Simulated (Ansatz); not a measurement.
## Kick test of a cell of Al₅Cu

The cell was found from a structure generator's guess, not taken from experiment.

Theory: DFT PBE, scalar-relativistic, plane waves, PAW in Ansatz. Cutoff 420 eV; k points 18×18×4 on the computed 6-atom cell (Γ-centred); Gaussian smearing, width 0.10 eV; no spin polarisation.

The cell below (6 atoms, space group P-3m1 (No. 164)) is relaxed within its symmetry.

```
CELL_PARAMETERS angstrom
2.84460 0.00000 0.00000
-1.42230 2.46349 0.00000
0.00000 0.00000 13.36569
ATOMIC_POSITIONS crystal
Al 0.00000 0.00000 0.00000
Al 0.33333 0.66667 0.82515
Al 0.66667 0.33333 0.65079
Al 0.33333 0.66667 0.34921
Al 0.66667 0.33333 0.17485
Cu 0.00000 0.00000 0.50000
```

For the test a repeat of it with 12 atoms (edges 2.84, 2.84, 26.73 Å) was strained at random (σ = 1.5 % a component), the atoms were moved at random (σ = 0.10 Å), and all was relaxed again on a coarse 12×12×1 mesh (in the run’s order of axes) with 0.20 eV smearing, with no symmetry imposed.

Task: What happens?

Result: It returns, within 2 meV/atom of the unmoved cell on that mesh and with the same symmetry when read at 0.1 Å (C2/c at 0.01 Å, so small strains and shifts remain). So it is stable against the distortions that fit this cell and that this random move excites. Modes that don't fit the cell aren't tested.
